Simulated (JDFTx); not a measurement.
```yaml
surface: W(110)
bulk: W, Im-3m, lattice of mp-91 (not re-optimised)
slab: 6 atoms in 3 planes, (2×1), 4.4 Å between the outermost planes
in-plane cell: 6.341 × 2.746 Å, 14.21 Å²
cell_height: 23.5 Å
sampling: 4×10×1 k mesh, Fermi smearing 0.01 Ha, no spin polarisation
```

Adsorbate: OH on both faces at 0.50 monolayer, started bridge and relaxed in vacuum, keeping the symmetry of the start.

Level of theory: PBE, GBRV ultrasoft potentials, plane waves to 20/100 Ha; code: a modified build of JDFTx. The adsorption energy per OH is [E(slab + 2 OH) − E(slab)]/2 − (E(H2O) − ½ E(H2)), with the gas molecules relaxed at the same level and slab energies taken as (E + F)/2, the usual estimate of zero smearing. In reaction energies these potentials put H₂ about 0.03 eV too high against large-basis PBE. No zero-point energy or vibrational entropy is included. Reconstruction of the substrate beyond this cell is outside the model.

Question: Predict the adsorption energy and the geometry, and the change of the work function.

Answer: -0.88 eV. O sits 1.63 Å above the highest substrate atom, bound to 2 W at 2.13 Å; O–H is 0.99 Å. The work function goes from 4.90 to 3.63 eV. In CANDLE, water, 1 M NaCl, at zero charge, the adsorption energy is -0.95 eV and the potential of zero charge moves from 0.09 to -0.78 V vs SHE (4.44 V convention).
